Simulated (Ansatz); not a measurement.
Generalised stacking fault of MgSe (rock salt) on the {100} plane. The cell below holds the perfect crystal with the plane normal along z; tilting its third vector by the shift puts one fault into each cell, between planes 2.74 Å apart, at fixed cell height.

```xyz
6
Lattice="3.8694 0.0000 0.0000 0.0000 3.8694 0.0000 1.9347 1.9347 8.2083" Properties=species:S:1:pos:R:3 pbc="T T T"
Se     1.6123     1.6123     6.8403
Se     1.6123     1.6123     1.3681
Se     3.5470     3.5470     4.1042
Mg     3.5470     3.5470     6.8403
Mg     3.5470     3.5470     1.3681
Mg     1.6123     1.6123     4.1042
```

In-plane vectors a = (3.869, 0.000) Å, b = (0.000, 3.869) Å, area 14.97 Å². The shift is x·a + y·b, and the map repeats with period 1 in x and y. The shift is rigid: no atom relaxes. γ = [E(shift) − E(0)] / area.

These are r2SCAN (plane waves to 500 eV, PAW, scalar-relativistic; Ansatz, an electronic-structure program) values and carry that method's errors. k mesh 7×7×7 (Γ-centred), Fermi-Dirac smearing 0.05 eV. E is the zero-smearing estimate. As the smearing reaches across the gap at some points, the k mesh leaves noise in γ, roughly 0.02 J/m² as judged from a few cases. Faults lie only 8.2 Å apart, and holding the cell height and the atoms raises γ above its relaxed value. MgSe was relaxed with its symmetry unable to fall. The last digit holds for this mesh only.

Changes of γ (meV/Å²) from the point x = 0.000, y = 0.000 when one coordinate moves alone (two changes are said to add if the coupling is within 5 % of the smaller one, nearly so within 20 %):

```json
[
 {"point": "x = 0.167, y = 0.000", "change": "15.9"},
 {"point": "x = 0.333, y = 0.000", "change": "56.1"},
 {"point": "x = 0.500, y = 0.000", "change": "82.1"},
 {"point": "x = 0.667, y = 0.000", "change": "56.1"},
 {"point": "x = 0.833, y = 0.000", "change": "15.9"},
 {"point": "x = 0.000, y = 0.167", "change": "15.9"},
 {"point": "x = 0.000, y = 0.333", "change": "56.1"},
 {"point": "x = 0.000, y = 0.500", "change": "82.1"},
 {"point": "x = 0.000, y = 0.667", "change": "56.1"},
 {"point": "x = 0.000, y = 0.833", "change": "15.9"}
]
```

Problem. What is the change at x = 0.833, y = 0.333, where both move, and how far is it from the sum?

Solution. The sum of the single changes is 15.9 + (56.1) = 72.0; the calculation gives 80.4, so the coupling contributes 8.4 (over 20 % of the smaller single change, not additive).

Problem. What is the change at x = 0.500, y = 0.500, where both move, and how far is it from the sum?

Solution. The sum of the single changes is 82.1 + (82.1) = 164.2; the calculation gives 200.5, so the coupling contributes 36.3 (over 20 % of the smaller single change, not additive).

Problem. What is the change at x = 0.833, y = 0.500, where both move, and how far is it from the sum?

Solution. The sum of the single changes is 15.9 + (82.1) = 98.0; the calculation gives 109.2, so the coupling contributes 11.2 (over 20 % of the smaller single change, not additive).

(The slope of γ gives the shear force per area between the displaced halves; near zero shift its curvature is an elastic stiffness.)
